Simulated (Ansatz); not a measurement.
Lattice vibrations of ScPd3 at Γ at 6 GPa

Theory: DFT LDA, scalar-relativistic, plane waves, PAW in Ansatz. Cutoff 420 eV, 12×12×12 k-points (Γ-centred), Fermi-Dirac smearing of 0.15 eV. No spin polarisation. Phonons by linear response, acoustic sum rule imposed.

The cell, relaxed at 6 GPa:
```yaml
crystal:
  lattice:
    - [3.86397, 0.00000, 0.00000]
    - [0.00000, 3.86397, 0.00000]
    - [0.00000, 0.00000, 3.86397]
  atoms:
    - { symbol: Sc, position: [0.00000, 0.00000, 0.00000] }
    - { symbol: Pd, position: [0.00000, 0.50000, 0.50000] }
    - { symbol: Pd, position: [0.50000, 0.00000, 0.50000] }
    - { symbol: Pd, position: [0.50000, 0.50000, 0.00000] }
```

In a metal, frequencies and elastic constants depend on the k mesh and the smearing, soft modes and shear constants most. Other phases may be more stable at this pressure.

(1) Is this structure stable against zone-centre distortions?

(2) List the optical modes at Γ (i marks imaginary ones).

Results:

(1) Yes, at Γ: no optical mode is imaginary. Strains and other wave vectors aren't tested by this run.

(2)
```csv
frequency (cm⁻¹),degeneracy
155,3
185,3
241,3
```

Cost: 1 run of about 6 core-minutes, on Arm Neoverse V1 (shared hosts).